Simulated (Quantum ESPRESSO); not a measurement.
Band energies of Cs₃CoF₆

```
CELL_PARAMETERS angstrom
      0.00000     4.62593     4.62593
      4.62593     0.00000     4.62593
      4.62593     4.62593     0.00000
ATOMIC_POSITIONS crystal
  F  0.80000 0.20000 0.20000
  F  0.20000 0.80000 0.80000
  F  0.20000 0.80000 0.20000
  F  0.80000 0.20000 0.80000
  F  0.20000 0.20000 0.80000
  F  0.80000 0.80000 0.20000
  Co 0.00000 0.00000 0.00000
  Cs 0.25000 0.25000 0.25000
  Cs 0.75000 0.75000 0.75000
  Cs 0.50000 0.50000 0.50000
```

PBEsol (pw.x of Quantum ESPRESSO, ONCV potentials, no spin-orbit coupling); path ΓXWKΓLUWLK,UX; energies in eV from the valence-band maximum.

```csv
k (1/Å),point,band 39,band 40,band 41,band 42,band 43,band 44,band 45,band 46
0.00,Γ,-2.87,-2.87,-0.03,-0.03,-0.03,1.31,1.31,3.78
0.23,,-2.88,-2.87,-0.05,-0.02,-0.02,1.31,1.42,4.19
0.45,,-2.94,-2.87,-0.09,0.00,0.00,1.32,1.44,4.99
0.68,X,-3.00,-2.87,-0.11,0.00,0.00,1.33,1.34,4.98
0.68,W,-2.89,-2.89,-0.04,-0.04,0.00,1.34,1.47,5.07
0.92,K,-2.93,-2.87,-0.07,-0.01,-0.01,1.37,1.44,4.99
1.10,,-2.89,-2.89,-0.03,-0.03,-0.02,1.40,1.53,4.96
1.28,,-2.89,-2.88,-0.04,-0.02,-0.01,1.38,1.51,4.64
1.46,,-2.87,-2.87,-0.03,-0.03,-0.02,1.33,1.38,4.05
1.64,Γ,-2.87,-2.87,-0.03,-0.03,-0.03,1.31,1.31,3.78
1.84,,-2.87,-2.87,-0.03,-0.02,-0.02,1.37,1.37,4.10
2.03,,-2.88,-2.88,-0.03,-0.02,-0.02,1.48,1.48,4.80
2.23,L,-2.89,-2.89,-0.03,-0.01,-0.01,1.54,1.54,5.35
2.44,,-2.90,-2.88,-0.04,-0.02,-0.01,1.46,1.51,5.17
2.64,U,-2.93,-2.87,-0.07,-0.01,-0.01,1.37,1.44,4.99
2.64,W,-2.89,-2.89,-0.04,-0.04,0.00,1.34,1.47,5.07
2.76,,-2.89,-2.89,-0.04,-0.04,0.00,1.37,1.48,5.10
2.88,,-2.89,-2.89,-0.04,-0.03,-0.01,1.44,1.50,5.20
3.00,,-2.89,-2.89,-0.03,-0.02,-0.01,1.51,1.53,5.33
3.12,L,-2.89,-2.89,-0.03,-0.01,-0.01,1.54,1.54,5.35
3.26,,-2.89,-2.89,-0.03,-0.02,-0.01,1.50,1.53,5.29
3.40,,-2.91,-2.88,-0.05,-0.02,-0.01,1.42,1.49,5.07
3.54,K,-2.93,-2.87,-0.07,-0.01,-0.01,1.37,1.44,4.99
3.54,U,-2.93,-2.87,-0.07,-0.01,-0.01,1.37,1.44,4.99
3.66,,-2.97,-2.87,-0.10,0.00,0.00,1.35,1.36,4.99
3.78,X,-3.00,-2.87,-0.11,0.00,0.00,1.33,1.34,4.98
```

The PBEsol gap is indirect, 1.31 eV, from X to Γ; the smallest direct gap is 1.33 eV. Another valence extremum on the path lies within 0.02 eV, too close to call.

The 3d shell has no Hubbard U; the runs are without spin polarisation, and magnetic order was not tried.

Geometry of the Materials Project entry, not relaxed at this level.

The structure is a Materials Project entry; no match was found in the copy of COD used, and its stability was not checked.
